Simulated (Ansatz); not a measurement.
## Field gradients at the nuclei in Li2Cr2H4O9

The cell is a computed structure from the Materials Project (it need not be an observed phase) whose atoms were relaxed with PBE, the cell held.

Space group C2/c (No. 15); a = 7.6142, b = 7.8456, c = 12.9730 Å, β = 96.36°.

| site | Wyckoff | site symmetry | x | y | z |
| --- | --- | --- | --- | --- | --- |
| Li1 | 4c | -1 | 0.2500 | 0.7500 | 0.5000 |
| Li3 | 4e | 2 | 0.5000 | 0.7337 | 0.7500 |
| Cr | 8f | 1 | 0.6215 | 0.3668 | 0.8593 |
| H9 | 8f | 1 | 0.5136 | 0.9280 | 0.6031 |
| H13 | 8f | 1 | 0.3441 | 0.9867 | 0.6481 |
| O17 | 4e | 2 | 0.5000 | 0.4699 | 0.7500 |
| O19 | 8f | 1 | 0.7321 | 0.2063 | 0.8197 |
| O23 | 8f | 1 | 0.2575 | 0.0072 | 0.9145 |
| O27 | 8f | 1 | 0.5154 | 0.3037 | 0.5628 |
| O31 | 8f | 1 | 0.4071 | 0.8826 | 0.6304 |

One atom of each set is listed; the run and its k-mesh use a cell of 34 atoms with edges of 5.47, 5.47, 12.97 Å.

Computed with Ansatz: DFT, PBE, plane waves and PAW, scalar-relativistic, 420 eV cutoff, Γ-centred 4×4×2 k-points, Fermi–Dirac smearing 0.02 eV.

Conventions: |V_zz| ≥ |V_yy| ≥ |V_xx|, η = (V_xx − V_yy)/V_zz, C_Q = eQV_zz/h. ν_Q = 3|C_Q|/[2I(2I − 1)].

⁶Li: I = 1, Q = -0.8080 mb; ⁵³Cr: I = 3/2, Q = -150.0 mb; H-2: I = 1, Q = 2.858 mb; ¹⁷O: I = 5/2, Q = -25.58 mb. Nuclear quadrupole moments: year-2017 set (Pyykkö).

Task: Give the quadrupolar parameters of the distinct sites.

Result: 

```tsv
site	atoms	first shell	C_Q (MHz)	η	ν_Q (MHz)
Li1	2	6 O at 2.09–2.22 Å	0.001	0.94	0.002
Li3	2	5 O at 2.01–2.33 Å	-0.002	0.14	0.003
Cr	4	4 O at 1.61–1.80 Å	-15.5	0.37	7.74
H9	4	1 O at 0.99 Å; also 1 O at 1.89 Å	0.240	0.11	0.360
H13	4	1 O at 0.99 Å; also 1 O at 1.88 Å	0.238	0.12	0.356
O17	2	2 Cr at 1.80 Å, 1 Li at 2.07 Å	-3.73	0.76	0.559
O19	4	1 Cr at 1.63 Å; also 1 H at 1.88 Å, 1 Li at 2.33 Å	2.64	0.67	0.396
O23	4	1 Cr at 1.62 Å; also 1 H at 1.89 Å, 1 Li at 2.21 Å	2.83	0.74	0.424
O27	4	1 Cr at 1.61 Å, 1 Li at 2.09 Å, angle 162°	2.53	0.60	0.380
O31	4	2 H at 0.99 Å, 2 Li at 2.01–2.22 Å	8.30	0.78	1.24
```

At H9 and H13 V_zz points along its bond to O (within 2°) in each case.

With these PAW files V_zz is typically within 2 to 3 % of all-electron values, but misses above 10 % occur on Li. The lattice is static: at room temperature water may turn and average the couplings of its hydrogen. Where η is near 1 the sign of V_zz means little.
